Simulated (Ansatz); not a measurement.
**Band edges of HfO2 (Fm-3m)**

```
Hf O
1.0
     0.00000    2.50054    2.50054
     2.50054    0.00000    2.50054
     2.50054    2.50054    0.00000
Hf O
1 2
Direct
  0.00000 0.00000 0.00000
  0.25000 0.25000 0.25000
  0.75000 0.75000 0.75000
```

The conventional cell has a = 5.001 Å, b = 5.001 Å, c = 5.001 Å, α = 90.00°, β = 90.00°, γ = 90.00°. Around Hf (atom 1) lie 8 O at 2.17 Å. O (atom 2) is surrounded by 4 Hf at 2.17 Å.

Level of theory, where no other is named: LDA, all-electron LAPW in Ansatz 0.2.0, with spin-orbit coupling. k mesh 8×8×8, fixed occupations, basis error target 1 meV/atom. The cell was relaxed by PAW under this functional, which moved its volume by -7 % from the database entry's. The structure is one entry of a database and needn't be the stable phase.

Extrema are searched on a 10×10×10 mesh and refined by Newton steps; masses come from band slopes 0.005 Å⁻¹ away, 1/m* = (1/ħ²) d²E/dk², negative for holes (the finite step makes the lightest masses up to about 3 % heavy). k is in units of the reciprocal vectors.

(1) Where are the band edges, and is the gap direct?

(2) What are the electron masses at the edge?

(3) What are the hole masses at the edge?

(4) What electronic dielectric constant and refractive index follow from the same bands (independent particles)?

(5) What gap does PAW give in the same cell?

(6) What does spin-orbit coupling change?

Answers

(1) The valence maximum lies at X (0.000, -0.500, -0.500) and the conduction minimum at X (0.000, -0.500, -0.500), so the Kohn-Sham gap of 3.660 eV is direct. A further conduction extremum at Gamma (0.000, 0.000, 0.000) lies 0.104 eV from the edge (1 equivalent point). A further conduction extremum at (0.000, 0.254, -0.254) lies 0.571 eV from the edge (12 equivalent points).

(2) The principal masses are 0.69, 0.69, 1.1 mₑ. One valley has a density-of-states mass (m₁m₂m₃)^(1/3) = 0.805; 3 valleys give N^(2/3) times that, 1.67; the direction-averaged conductivity mass 3/Σ(1/mᵢ) is 0.787 mₑ.

(3) The principal masses are 0.281, 2.94, 2.94 mₑ. One valley has a density-of-states mass (m₁m₂m₃)^(1/3) = 1.34; 3 valleys give N^(2/3) times that, 2.8; the direction-averaged conductivity mass 3/Σ(1/mᵢ) is 0.707 mₑ.

(4) ε∞ = (5.60, 5.60, 5.60), so n ≈ √ε∞ = 2.37 (mean over directions) well under the gap and the normal reflectivity is ((n − 1)/(n + 1))² = 0.165. Local fields, left out here, lower ε∞ by several per cent.

(5) 3.666 eV, 6 meV from the LAPW value.

(6) The gap goes from 3.656 to 3.660 eV. The valence levels at the maximum lie at 0.000 eV (pairs).

Limits of these numbers: semilocal gaps are low, and what follows the gap (onsets, screening, light masses) shifts with it; the frozen-core PAW files of the compared runs were fitted under PBE, their cores solved anew for this functional.
